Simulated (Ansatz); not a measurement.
# Computed properties of AlAs

AlAs:
```
AlAs
1.0
    3.28786     0.00000     0.00000
    0.00000     3.28786     0.00000
    0.00000     0.00000     3.28786
Al As
1 1
Direct
  0.00000   0.00000   0.00000
  0.50000   0.50000   0.50000
```

Space group Pm-3m (No. 221), CsCl type; conventional cell a = b = c = 3.288 Å, α = β = γ = 90.00°.

Method: plane-wave PAW PBE (Ansatz code). Structure relaxed to zero pressure with the same functional. Other levels are named where they apply.

### Cell and energy

| Quantity | Result |
|---|---|
| Volume per atom | 17.77 Å³ |
| Density | 4.76 g/cm³ |
| Formation energy from the elements (no fitted shifts) | 0.14 eV/atom |

### Electronic structure

| Quantity | Value |
|---|---|
| Electronic character | metallic (no gap) |
| Density of states at the Fermi level | 0.51 states/eV per atom (mean over ±0.08 eV) |

### Mechanics

| Property | Value |
|---|---|
| Bulk modulus (Birch–Murnaghan fit) | 73.5 GPa |
| Pressure derivative B′ | 5.0 |

The cell is a constructed one: a structure type filled with these elements; neither database checked (COD, Materials Project) lists it. It is not the phase usual at ambient conditions (space group No. 216). The cell was relaxed with PBE under the symmetry of its start; its stability against distortions is not shown here. The references are the lowest solids computed at this level, not always the standard phases. Spin–orbit coupling is left out wherever it is not named.

Potentials: the later of the program's two PAW sets.
